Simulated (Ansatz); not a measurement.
This guess for KSrRe₄ is about to be relaxed.

```cif
data_structure
_symmetry_space_group_name_H-M 'F-43m'
_symmetry_Int_Tables_number 216
_cell_length_a 7.9667
_cell_length_b 7.9667
_cell_length_c 7.9667
_cell_angle_alpha 90.000
_cell_angle_beta 90.000
_cell_angle_gamma 90.000
_cell_volume 505.63
loop_
_atom_site_label
_atom_site_type_symbol
_atom_site_symmetry_multiplicity
_atom_site_Wyckoff_symbol
_atom_site_fract_x
_atom_site_fract_y
_atom_site_fract_z
_atom_site_occupancy
K1 K 4 a 0.00000 0.00000 0.00000 1
Sr1 Sr 4 c 0.25000 0.25000 0.25000 1
Re1 Re 16 e 0.62648 0.12648 0.12648 1
```

Computed with Ansatz 0.2.0, DFT PBE, scalar-relativistic, plane waves, PAW. Cutoff 420 eV, Gaussian smearing, Γ-centred meshes. Cell and atoms relax first on a coarse mesh and then on a finer one. In between, the cell is made exact in the group found at 0.06 Å. In metals the finer mesh still leaves noise of several meV/atom or more. The steps can't lower the symmetry of their start. No spin polarisation in the relaxation; trial moments died out in a coarse test.

A guess keeps its type if space group and coordination stay and the shape of the cell changes little (axis ratios within about 15 %, angles within 6°); the volume may change.

Task: Will the relaxed cell still be of the starting type?

Result: It keeps its type. The symmetry stays F-43m (No. 216). The volume per atom shrinks by 6.1 %, from 21.1 to 19.8 Å³. The shortest distance goes from 2.78 Å (Re–Re) to 2.76 Å (Re–Re). Counting neighbours within 15 % of an atom's shortest distance, the start has K 16, Re 6, Sr 16 and the end K 16, Re 6, Sr 16.

The zero of energy is the elements' standard structures at the same level; no fitted shifts are applied.

Task: At what energy does it end?

Result: +0.98 eV/atom. It can't be a ground state, since the elements alone are lower.

The last run used an 8×8×8 mesh for its 6-atom cell and Gaussian smearing of 0.10 eV. These runs have no spin–orbit coupling, which can matter for Re. Symmetry constrained the relaxation, so the result can be a saddle point.
